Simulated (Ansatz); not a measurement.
Consider the following.

CuPt:
```cif
data_Cu3Pt3
_chemical_formula_sum 'Cu3 Pt3'
_space_group_name_H-M_alt 'R-3m :H'
_space_group_IT_number 166
_space_group_name_Hall '-R 3 2"'
_cell_length_a 2.71380
_cell_length_b 2.71380
_cell_length_c 12.80073
_cell_angle_alpha 90.000
_cell_angle_beta 90.000
_cell_angle_gamma 120.000
loop_
_atom_site_label
_atom_site_type_symbol
_atom_site_symmetry_multiplicity
_atom_site_Wyckoff_symbol
_atom_site_fract_x
_atom_site_fract_y
_atom_site_fract_z
_atom_site_occupancy
Cu1 Cu 3 a 0.00000 0.00000 0.00000 1
Pt1 Pt 3 b 0.00000 0.00000 0.50000 1
```
(The calculation used a cell of 2 atoms; values per cell refer to that cell.)

This is the r²SCAN-relaxed structure.

Task: All from r²SCAN in the plane-wave PAW code Ansatz, unless another level is named. Give the formation energy from the elements (no fitted shifts).

Result: -0.19 eV/atom.

Task: Give the density of states at the Fermi level.

Result: 0.37 states/eV per atom (mean over ±0.08 eV).

The first step of the workflow began from a Materials Project structure, measured or hypothetical; the Crystallography Open Database copy checked does not list it. With Cu and Pt taken as one species the cell has the higher symmetry Fm-3m, so it may be an ordered model of a mixed-site phase. Whether it is the stable phase at ambient conditions was not checked. Symmetry was held in the r²SCAN relaxation; whether a distortion lowers the energy is not shown. The run is not spin-polarised. The references are the lowest solids computed at this level, not always the standard phases. Spin–orbit coupling is left out wherever it is not named.

Potentials: the later of the program's two PAW sets.
